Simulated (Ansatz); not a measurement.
C:
Space group P6₃/mmc (No. 194); a = 2.4530 Å, b = 2.4530 Å, c = 6.7666 Å, α = 90.00°, β = 90.00°, γ = 120.00°

```
atom  site  symmetry       x       y       z
----  ----  --------  ------  ------  ------
C       2b      -6m2  0.0000  0.0000  0.2500
C       2c      -6m2  0.3333  0.6667  0.2500
```

Relaxed at zero pressure with the program Ansatz at the r²SCAN+D4 level (PAW).

Problem. The volume is lowered by 3 % and shape and atoms relax at that volume. What pressure results, and how do the axes share the change?

Solution. 1.2 GPa; a -0.1 %, b -0.1 %, c -2.8 %; the energy rises by 1 meV/atom.

Problem. Give the new structure.

Solution. 
Space group P6₃/mmc (No. 194); a = b = 2.4505 Å, c = 6.5767 Å, α = β = 90.00°, γ = 120.00°

| atom | site | symmetry | x | y | z |
|---|---|---|---|---|---|
| C | 2b | -6m2 | 0.0000 | 0.0000 | 0.2500 |
| C | 2c | -6m2 | 0.3333 | 0.6667 | 0.2500 |

The phase is kept; no other phase was compared at this pressure.

Space group P6_3/mmc (graphite). The cell was relaxed with r²SCAN+D4 under the symmetry of its start; of distortions, only those at the zone centre were tested.

Potentials: the earlier of the program's two PAW sets.
